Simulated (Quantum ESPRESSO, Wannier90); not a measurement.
## Wannierisation of TiO$_{2}$ (rutile)

```
begin unit_cell_cart
ang
    4.5998400000    0.0000000000    0.0000000000
    0.0000000000    4.5998400000    0.0000000000
    0.0000000000    0.0000000000    2.9592100000
end unit_cell_cart
begin atoms_frac
Ti   0.5000000000  0.5000000000  0.0000000000
Ti   0.0000000000  0.0000000000  0.5000000000
O   -0.3043200000 -0.3043200000  0.5000000000
O    0.3043200000  0.3043200000  0.5000000000
O   -0.1956800000  0.1956800000  0.0000000000
O    0.1956800000 -0.1956800000  0.0000000000
end atoms_frac
```

Cell from Materials Project (mp-2657), symmetrised, no further relaxation. COD (Crystallography Open Database) has the formula in 6 space groups, this one among them (matched by group alone). Method: PBE plane waves in Quantum ESPRESSO 7.5 (PseudoDojo norm-conserving files, 68 Ry, no spin polarisation, no spin-orbit coupling), Bloch states on a 6×6×4 mesh through Γ, Wannier90 4.0.1. Density: 8×8×10 mesh, cold smearing 0.01 Ry.

Functional, cutoff and mesh named above are those of the base row (1); the first column says what each row takes instead. Model: 22 functions from bands 13-50, start hydrogen-like Ti: d; O: p, disentangled but not localised (num_iter = 0), frozen window tied to the conduction edge or Fermi level of each row, as listed, which moves Ω_I and hoppings a little by itself. Energies are relative to the valence-band maximum; the misfit is to pw.x on a path, for states up to 2.9 eV relative to the valence-band maximum. The lattice is scaled uniformly, fractional positions fixed. The disentangled Ω_I can sit in another minimum from row to row.

| scale | frozen to (eV) | Ω_I (Å²) | rms misfit (meV) | gap (eV) | bottom of band 13 (eV) | on-site O3 pz minus Ti1 dz2 (eV) | hopping modulus O3 px – Ti2 dxy, R = 0 0 0 (eV) | hopping modulus O3 pz – O3 pz, R = 0 0 1 (eV) | hopping modulus Ti2 dz2 – Ti2 dz2, R = 0 0 1 (eV) |
|---|---|---|---|---|---|---|---|---|---|
| 0.96 | 3.69 | 14.23 | 3.0 | 2.20 | -6.29 | -4.75 | 1.659 | 0.482 | 0.391 |
| 0.98 | 3.54 | 14.40 | 2.5 | 2.04 | -6.02 | -4.47 | 1.541 | 0.460 | 0.345 |
| 1 | 3.39 | 14.55 | 2.2 | 1.89 | -5.76 | -4.21 | 1.431 | 0.439 | 0.316 |
| 1.02 | 3.24 | 14.72 | 2.0 | 1.74 | -5.51 | -3.96 | 1.330 | 0.417 | 0.290 |
| 1.04 | 3.09 | 14.89 | 1.8 | 1.59 | -5.27 | -3.72 | 1.237 | 0.397 | 0.265 |
